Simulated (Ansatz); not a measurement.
## Mg (P6_3/mmc): the size of the finite step

```
Mg
1.0
     3.14005    0.00000    0.00000
    -1.57002    2.71936    0.00000
     0.00000    0.00000    5.06710
Mg
2
Direct
  0.33333 0.66667 0.25000
  0.66667 0.33333 0.75000
```

Conventional cell: a = 3.140 Å, b = 3.140 Å, c = 5.067 Å, α = 90.00°, β = 90.00°, γ = 120.00°. Mg (atom 1) is surrounded by 12 Mg at 3.12 to 3.14 Å.

Computed, not measured; unless marked otherwise by LDA, PAW on Ansatz 0.2.0's default frozen-core files (fitted under PBE), scalar-relativistic. k mesh 16×16×8, strains of ±0.003, Fermi-Dirac smearing of 0.100 eV, cutoff 420 eV. The cell was relaxed by PAW under this functional, which moved its volume by -7 % from the database entry's.

(1) Elastic constants come from stresses at strains of ±0.003 (two-point stencil): C11 = 60.4, C12 = 34.1, C13 = 24.9, C33 = 68.0, C44 = 18.3 GPa. What does an amplitude of 0.08 give?

Answers

(1) C11 = 73.5, C12 = 29.3, C13 = 23.6, C33 = 73.4, C44 = 18.3 GPa. A large step picks up anharmonic terms.

Caveats: frozen-core PAW files fitted under PBE, their cores solved anew for the functional of the run; responses of metals move with mesh and smearing; elastic stability says nothing of phonons or of other phases.
